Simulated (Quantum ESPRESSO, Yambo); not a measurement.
K₂Pt (space group Fm-3m, No. 225): one geometry, one set of PBEsol (Quantum ESPRESSO, PseudoDojo norm-conserving, 84 Ry, with spin-orbit coupling) orbitals, self-energies from Yambo (2×2×2 Γ-centred k mesh, bands 9 to 310 and a 7 Ry block in the screening, 310 bands in G with the Bruneval-Gonze terminator, plasmon pole fitted at 27.2 eV).

```json
[
 {"level": "PBEsol (Quantum ESPRESSO)", "gap X → L (eV)": "0.97", "direct gap at L (eV)": "1.05"},
 {"level": "exchange only (Hartree-Fock self-energy on PBEsol orbitals)", "gap X → L (eV)": "8.53", "direct gap at L (eV)": "8.65"},
 {"level": "static COHSEX@PBEsol", "gap X → L (eV)": "(withheld)", "direct gap at L (eV)": "(withheld)"},
 {"level": "G0W0@PBEsol, plasmon pole", "gap X → L (eV)": "1.77", "direct gap at L (eV)": "1.88"},
 {"level": "G0W0@PBEsol, multipole fit to 8 frequencies, no terminator", "gap X → L (eV)": "(withheld)", "direct gap at L (eV)": "(withheld)"},
 {"level": "G0W0@PBEsol, plasmon pole, no terminator", "gap X → L (eV)": "1.68", "direct gap at L (eV)": "1.79"}
]
```

Q: Some entries are withheld; supply them.

A: 
- static COHSEX@PBEsol, gap X → L (eV): 2.73
- static COHSEX@PBEsol, direct gap at L (eV): 2.83
- G0W0@PBEsol, multipole fit to 8 frequencies, no terminator, gap X → L (eV): 1.73
- G0W0@PBEsol, multipole fit to 8 frequencies, no terminator, direct gap at L (eV): 1.83

Bare exchange has no screening and gives the widest gap; static COHSEX screens it but leaves out the frequency dependence, which G0W0 restores.

Nearest settings tried, and what they do to the gap: 200 bands in W, 200 bands in G: -23 meV; 3 Ry block (65 vectors against 259): -118 meV. Not varied: mesh. So the settings aren't converged at that level. The k mesh is coarse.

Geometry relaxed with PBEsol; primitive cell a = b = c = 5.2837 Å, α = β = γ = 60.00°.

The structure is a Materials Project entry; no match was found in the copy of COD used, and its stability was not checked.
